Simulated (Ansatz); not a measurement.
Diamond Sn (100), 4 layers, DFT, PBEsol, PAW with Ansatz's default frozen-core files, scalar-relativistic (Ansatz 0.2.0), on 1 thread of Arm Neoverse V2 (shared host).

Command: `ansatz run input.yaml --threads 1 --pin off --max-ram 3584MiB --backend cpu --events-out ev --progress --plain --runs-dir out`

```yaml
crystal:
  lattice:
    - [4.6230980629, 0.0, 0.0]
    - [0.0, 4.6230980629, 0.0]
    - [0.0, 0.0, 20.9035]
  atoms:
    - { symbol: Sn, position: [0.0, 0.25, 0.3827101685] }
    - { symbol: Sn, position: [0.5, 0.25, 0.4609033895] }
    - { symbol: Sn, position: [0.5, 0.75, 0.5390966105] }
    - { symbol: Sn, position: [0.0, 0.75, 0.6172898315] }
kpoints:
  mp_grid: { grid: [7, 7, 1] }
scf:
  occupations: { method: fermi_dirac, width: 0.02 }
hamiltonian:
  xc: pbesol
  pseudopotentials: { kind: paw }
output:
  forces: true
  stress: true
  eigenvalues: true
  populations: true
efield:
  axis: 3
  amplitude: 0
  dipole_correction: true
```

Task: How large is the problem that the program sets up?

Result: 16 irreducible k-points, 8733 plane waves at Γ, 34 bands.

Task: About how long does it take, and how much memory?

Result: 28 s of wall time for 8 SCF iterations, with a peak of 0.54 GiB. Times on shared machines scatter by tens of per cent.
